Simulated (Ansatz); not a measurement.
## Property card for two-dimensional Bi₂Se₃

Bi2Se3:
```
CELL_PARAMETERS angstrom
      4.13769     0.00000     0.00000
     -2.06885     3.58335     0.00000
      0.00000     0.00000    40.00000
ATOMIC_POSITIONS crystal
  Se 0.00000 0.00000 0.50000
  Bi 0.33333 0.66667 0.54860
  Se 0.33333 0.66667 0.41260
  Bi 0.66667 0.33333 0.45140
  Se 0.66667 0.33333 0.58740
```
The layer is periodic in x and y and isolated along z.

Method: plane-wave PAW r²SCAN+D4 (Ansatz code). Lattice and atoms are relaxed at this level; other levels are named.

**Structure**

```
Quantity                                              Result
-----------------------------------------------  -----------
In-plane lattice                                 a = 4.138 Å
Distance between the outermost nuclei                 6.99 Å
Exfoliation energy from the relaxed bulk parent    16 meV/Å²
```

**Electronic structure**

```
Item                                                                                                                                                             Value
----------------------------------------------------------------------------------------------------------------  ----------------------------------------------------
Band gap                                                                                                                                            1.21 eV (indirect)
Valence-band maximum                                                                                              off the standard path, at k = (-0.062, 0.250, 0.000)
Conduction-band minimum                                                                                                                                           at Γ
Ionisation potential (Kohn–Sham)                                                                                                                               6.20 eV
Electron affinity (Kohn–Sham)                                                                                                                                  4.98 eV
Electron effective mass, in the valley at Γ                                                                                                                    0.13 mₑ
Hole effective mass, in the valley off the standard path, at k = (-0.062, 0.250, 0.000)                                                 1.0 along x, 0.64 along y (mₑ)
Electron effective mass with spin–orbit coupling, in the valley at Γ                                                                                           0.16 mₑ
Hole effective mass with spin–orbit coupling, in the valley off the standard path, at k = (-0.057, 0.250, 0.000)                        1.2 along x, 0.65 along y (mₑ)
Gap with spin–orbit coupling                                                                                                                                   0.60 eV
HSE06 gap on the r²SCAN+D4 cell                                                                                                                                1.42 eV
HSE06 ionisation potential                                                                                                                                     6.39 eV
```

**Charges**

```
Property                               Value
-------------  -----------------------------
Bader charges  Se -0.91 to -0.67, Bi +1.13 e
```

Space group P-3m1 (quintuple layer). A layer that has been made, often on a substrate. Symmetry was held in the r²SCAN+D4 relaxation; whether a distortion lowers the energy is not shown. Spin–orbit coupling is left out wherever it is not named.

Potentials: the later of the program's two PAW sets.
